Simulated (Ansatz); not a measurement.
SiC:
```
SiC
1.0
    3.05642     0.00000     0.00000
   -1.52821     2.64694     0.00000
    0.00000     0.00000     5.01579
Si C
2 2
Cartesian
  1.52821   0.88231   0.00257
  0.00000   1.76463   2.51046
  1.52821   0.88231   3.13330
  0.00000   1.76463   0.62541
```

x, y and z are the axes in which the lattice vectors are written.

**Question.** Give the high-frequency dielectric tensor and the Born effective charge tensors of the independent atoms from DFPT, plane-wave PAW LDA (Ansatz code).

**Answer.** 
ε∞:
```
6.89  0.00  0.00
0.00  6.89  0.00
0.00  0.00  7.24
```
Z* of atom 1 (Si), rows: field, columns: displacement, in e:
```
2.69  0.00  0.00
0.00  2.69  0.00
0.00  0.00  2.89
```
Z* of atom 3 (C), rows: field, columns: displacement, in e:
```
-2.69   0.00   0.00
 0.00  -2.69   0.00
 0.00   0.00  -2.89
```

Space group P6_3mc (wurtzite). The cell was relaxed with LDA under the symmetry of its start.

Potentials: the later of the program's two PAW sets.
